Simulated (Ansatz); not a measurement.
Values for one crystal, relaxed and computed with DFT-r²SCAN in the program Ansatz with PAW potentials; other levels are named.

| Item | Result |
|---|---|
| Volume per atom | 13.87 Å³ |
| Electronic character | metallic (no gap) |
| Density of states at the Fermi level | 0.21 states/eV per atom (mean over ±0.08 eV) |
| Formation energy from the elements (no fitted shifts) | -377 meV/atom |

Q: Which of these materials gives this?
A) Zn3Pd, I4/mmm (Zn on 4d, Zn on 2b, Pd on 2a)
B) YAu2, MoSi2 or CaC2 type
C) Ti2Ga, P6_3/mmc (Ti on 2d, Ti on 2a, Ga on 2c)
D) LiCd, Fd-3m (Li on 8a, Cd on 8b)

A: A, Zn3Pd, I4/mmm (Zn on 4d, Zn on 2b, Pd on 2a)

The workflow started from a Materials Project entry (that database holds measured and hypothetical structures alike); the Crystallography Open Database copy checked does not list it. With Zn and Pd taken as one species the cell has the higher symmetry Fm-3m, so it may be an ordered model of a mixed-site phase. Whether it is the stable phase at ambient conditions was not checked. The r²SCAN relaxation kept the symmetry of its start; its stability against distortions is not shown here. The run is not spin-polarised. The references are the lowest solids computed at this level, not always the standard phases. Scalar-relativistic: spin–orbit coupling is off unless named, which matters more the heavier the elements.

Potentials: the later of the program's two PAW sets.
